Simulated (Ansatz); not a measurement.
The elements of this relaxed trial crystal are hidden behind letters.

```
lattice vectors (Å)
   4.3654    0.0000    0.0000
   0.0000    4.3654    0.0000
   0.0000    0.0000    6.1678
fractional positions
X 0.0000 0.0000 0.0000
Z 0.5000 0.5000 0.5000
Q 0.0000 0.0000 0.5000
Q 0.5000 0.5000 0.0000
```

Computed with DFT PBE, scalar-relativistic, plane waves, PAW, and for the lanthanide a 4f-in-core norm-conserving potential (Ansatz 0.2.0). The final run on the 4-atom cell used 660 eV, a Γ-centred 10×10×8 mesh, 0.10 eV smearing and no spin polarisation.

- Space group: P4/mmm (No. 123)
- Conventional cell: a = 4.365 Å, c = 6.168 Å
- Volume per atom: 29.38 Å³
- Density: 6.11 g/cm³
- Formation energy: −0.99 eV/atom
- Gap on the 10×10×8 mesh of the 4-atom cell: 0 eV (a metal)

Energies are uncorrected and count from the elements' standard states at the same level.

Q: X is a lanthanide, Z is a d-block element of period 4 and Q is a p-block element of period 5. Which elements are they?

A: X = Nd, Z = Sc, Q = Sb, so the formula is NdScSb2. Density times volume gives a mean mass of 6.11 × 29.38/1.6605 = 108.1 u per atom, and this set has 108.2 u. Nd is surrounded by 6 Sb at 3.08–3.09 Å; Sc has 6 Sb at 3.08–3.09 Å; Sb on its first site is surrounded by 2 Nd at 3.08 Å and 4 Sc at 3.09 Å; 1 more site not described. Other sets within the hints have nearly the same mass, so mass alone doesn't settle it; this one was computed.

These runs have no spin–orbit coupling, which can matter for Sb. Trial moments died out on the coarse mesh, so the last step has no spin; another magnetic start might hold. A structure relaxed within its symmetry needn't be a true minimum.

The lanthanide is trivalent by construction, without f bands, f moments or other valences. The reference runs of the other elements, and any phases without the lanthanide, used 420 eV, which shifts energies against them by under 10 meV/atom. The lanthanide's reference is the lowest of its hcp, dhcp and fcc cells.
